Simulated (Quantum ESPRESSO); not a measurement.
## TaTiNbO6F2 (convergence and cost over cutoff and k mesh)

A calculation, not a measurement. The program is pw.x of Quantum ESPRESSO 7.5 (plane-wave density functional theory). The cell is made up: 11 atoms on a rutile lattice with one site empty, with randomly drawn elements, strain and displacements, not relaxed. PseudoDojo standard norm-conserving files (v0.5 for PBE, v0.4.1 for LDA and PBEsol) set the functional; there is no spin polarisation, spin-orbit coupling or dispersion term, and the masses in the input are unused placeholders.

Input of the run in row 4:

```
&control calculation='scf', pseudo_dir='./dojo.nc.sr.pbe.v0_5.standard.upf', outdir='./o', disk_io='medium', tprnfor=.true., tstress=.true. /
&system ibrav=0, nat=11, ntyp=5, nbnd=50, ecutwfc=84.00895049, nosym=.true., tot_charge=0,
 occupations='smearing', smearing='fd', degauss=0.0018374661
/
&electrons conv_thr=7.350e-09, electron_maxstep=60, /
ATOMIC_SPECIES
F 1.0 F.upf
Nb 1.0 Nb.upf
O 1.0 O.upf
Ta 1.0 Ta.upf
Ti 1.0 Ti.upf
CELL_PARAMETERS angstrom
4.6814 0.0403 -0.0069
0.0403 4.5644 0.016
-0.0088 0.0205 5.7935
ATOMIC_POSITIONS angstrom
Ta 2.2671 2.2974 1.4744
Ti 0.0473 -0.0472 2.895
Nb 2.3035 2.354 4.3029
O 1.4991 1.3044 -0.0068
O 3.3579 3.2509 0.0285
F 3.7958 0.9386 1.4391
O 0.8394 3.6105 1.476
O 1.4668 1.3747 2.9553
O 3.278 3.127 2.9798
F 3.7945 0.9341 4.341
O 0.9273 3.7195 4.4019
K_POINTS automatic
5 5 4 1 1 1
```

The same cell was run at these settings. Meshes are shifted by half a step, and differences are from the last row, which is itself not exact.

```
cutoff (eV)     k mesh  k points solved  threshold (eV)  free energy less the last row's (eV)  pressure (GPa)  largest stress difference (GPa)  largest force difference (eV/Å)  iterations  wall time (s)  k-point pools              processor
        800  2 x 2 x 2                4           1e-04                                 1.577           -0.63                            15.11                            0.058          14             62              1  AMD EPYC, Zen 5 class
       1143  1 x 1 x 1                1           1e-07                                 0.431           16.03                             4.09                            0.819          21             54              1  AMD EPYC, Zen 5 class
        708  5 x 5 x 4               50           1e-07                                 5.078          -21.59                            36.00                            0.142          25            577              1  AMD EPYC, Zen 5 class
       1143  5 x 5 x 4               50           1e-07                                 0.004           14.31                             0.03                            0.003          24           1096              1  AMD EPYC, Zen 5 class
       1467  7 x 7 x 6              147           1e-07                                 0.000           14.34                             0.00                            0.000          22           3954              1  AMD EPYC, Zen 5 class
```

Each pool is one process. Wall times include start-up and a band step at six k points, which weighs most on the coarsest meshes. The runs were on shared virtual cores whose load varied, so times are rough.